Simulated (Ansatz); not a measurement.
# A trial form of La3O2

Theory: DFT PBE, scalar-relativistic, plane waves, PAW in Ansatz 0.2.0. Cutoff 420 eV, Gaussian smearing, Γ-centred meshes. Cell and atoms relax first on a coarse mesh and then on a finer one. In between, the cell is made exact in the group found at 0.06 Å. In metals the finer mesh still leaves noise of several meV/atom or more. The steps can't lower the symmetry of their start. No spin polarisation.

The guess for La3O2 was made by a generator: random cell by space group and Wyckoff sites (I4/mmm, No. 139). Its size is a rough estimate.

```
CELL_PARAMETERS angstrom
-2.70820 2.70820 3.64476
2.70820 -2.70820 3.64476
2.70820 2.70820 -3.64476
ATOMIC_POSITIONS crystal
La 0.50000 0.00000 0.50000
La 0.00000 0.50000 0.50000
La 0.50000 0.50000 0.00000
O 0.75000 0.25000 0.50000
O 0.25000 0.75000 0.50000
```

The zero of energy is the elements' standard structures at the same level (O₂ as a molecule); no fitted shifts are applied.

Q: Describe the relaxed structure.

A: The symmetry stays I4/mmm (No. 139). The volume per atom grows by 98.3 %, from 21.4 to 42.4 Å³. The shortest distance goes from 1.82 Å (La–O) to 2.19 Å (La–O). The energy falls by about 1.9 eV/atom (the start's value is from the coarse mesh). Conventional cell: a = 6.960 Å, c = 8.754 Å. La on a site of symmetry mmm is surrounded by 2 O at 2.19 Å and 2 La at 3.48 Å; La on a site of symmetry 4/mmm has 4 La at 3.48 Å and 8 O at 4.11 Å; around O lie 2 La at 2.19 Å and 4 La at 4.11 Å.

```
CELL_PARAMETERS angstrom
-3.47985 3.47985 4.37679
3.47985 -3.47985 4.37679
3.47985 3.47985 -4.37679
ATOMIC_POSITIONS crystal
La 0.50000 0.00000 0.50000
La 0.00000 0.50000 0.50000
La 0.50000 0.50000 0.00000
O 0.75000 0.25000 0.50000
O 0.25000 0.75000 0.50000
```

Q: How does it come out in energy, and is it a metal?

A: The formation energy is −1.11 eV/atom. The gap on the 8×8×8 mesh of the 5-atom cell is 0 eV (a metal).

The last run used Gaussian smearing of 0.10 eV. An odd number of electrons in the primitive cell allows no gap without spin; a larger cell or a magnetic state could open one. The cell is a metal run without spin; a magnetic state may lie lower. Symmetry constrained the relaxation, so the result can be a saddle point. Another cell of La3O2 relaxed alike, in P-3m1, lies 1.02 eV/atom lower, so this cell isn't the stable form at this level.
